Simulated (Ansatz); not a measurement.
Theory: DFT PBE, scalar-relativistic, plane waves, PAW (Ansatz 0.2.0). Cutoff 420 eV, Γ-centred meshes of about 0.25 Å⁻¹ or finer for metals and 0.3 Å⁻¹ for insulators (2π included), Gaussian smearing. These runs have no spin polarisation.

A search over trial structures of Sc4BP3 gave this relaxed cell.

```
CELL_PARAMETERS angstrom
5.40423 0.00000 -0.00240
0.00000 3.85553 0.00000
-0.02578 0.00000 6.70561
ATOMIC_POSITIONS crystal
Sc 0.25740 0.00000 0.68016
Sc 0.74260 0.00000 0.31984
Sc 0.73028 0.50000 0.84660
Sc 0.26972 0.50000 0.15340
B 0.50000 0.00000 0.00000
P 0.00000 0.00000 0.00000
P 0.50000 0.50000 0.50000
P 0.00000 0.50000 0.50000
```

Wave vectors count in units of this cell's reciprocal vectors.

Question: Is this structure dynamically stable, and if not, what does it turn into?

Answer: No. The phonons on a 1×2×1 q mesh of the computed 8-atom cell go imaginary, to 177i cm⁻¹ at q = (0.00, -0.50, 0.00). (Phonon run: 6×8×6 k mesh, Gaussian smearing of 0.10 eV.) With atoms moved at random and symmetry off, it falls by 18 meV/atom into Pm (No. 6). Conventional cell: a = 5.309 Å, b = 3.870 Å, c = 6.771 Å, β = 90.2°. Sc on its first site is surrounded by 1 B at 2.51 Å and 5 P at 2.53–2.65 Å; Sc on its second site has 1 B at 2.57 Å and 5 P at 2.64–2.69 Å; around B lie 1 P at 2.09 Å and 6 Sc at 2.47–2.62 Å; P on its first site has 1 B at 2.09 Å and 6 Sc at 2.53–2.73 Å; 4 more sites not described.

```
Sc B P
1.0
     5.30857    0.00000    0.00000
     0.00000    3.87001    0.00000
    -0.02080    0.00000    6.77067
Sc B P
4 1 3
Direct
  0.74157 0.00000 0.34165
  0.25688 0.00000 0.70009
  0.27187 0.50000 0.13727
  0.73290 0.50000 0.82313
  0.55478 0.00000 0.00014
  0.94849 0.00000 0.00542
  0.47508 0.50000 0.49531
  0.01843 0.50000 0.49699
``` The phonon run warned that its eigensolver hadn't fully converged.

Phonons of metals hang on the k mesh and the smearing.
